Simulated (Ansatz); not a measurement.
Notes on SrTl$_{2}$Pd

```yaml
crystal:
  lattice:
    - [2.23891, 5.48175, 0.00000]
    - [2.23891, -5.48175, 0.00000]
    - [0.00000, 0.00000, -8.11507]
  atoms:
    - { symbol: Tl, position: [0.14675, 0.85325, 0.44842] }
    - { symbol: Tl, position: [0.85325, 0.14675, 0.94842] }
    - { symbol: Tl, position: [0.85325, 0.14675, 0.55158] }
    - { symbol: Tl, position: [0.14675, 0.85325, 0.05158] }
    - { symbol: Pd, position: [0.28169, 0.71831, 0.75000] }
    - { symbol: Pd, position: [0.71831, 0.28169, 0.25000] }
    - { symbol: Sr, position: [0.43484, 0.56516, 0.25000] }
    - { symbol: Sr, position: [0.56516, 0.43484, 0.75000] }
```

Method: r2SCAN, no spin polarisation; PAW, plane waves to 500 eV, 8×8×4 Γ-centred mesh, fermi-dirac occupations (width 0.0189 eV) (Ansatz 0.2.0), atoms fixed.

Is the cell too large or too small?

The pressure is 2.1 GPa (compression positive), so with the atoms held at these fractions the cell would first expand.

Which element gives electrons and which takes them?

Bader charges in e: Sr +1.37, Tl -0.31, Pd -0.75. In the mean Sr gives up most and Pd takes most.

What is the formation energy?

-0.49 eV an atom against the elements' usual phases (free molecules for gases, crystals otherwise, with no correction for O₂ or N₂), so it is bound against them; other compounds may still compete. Relaxing would lower it.

Is there a gap?

It is a metal, with about 3.6 states/eV a cell as the mean within 0.25 eV of the Fermi level, mostly Tl p (68 %).

Origin: a database entry at a rescaled volume.
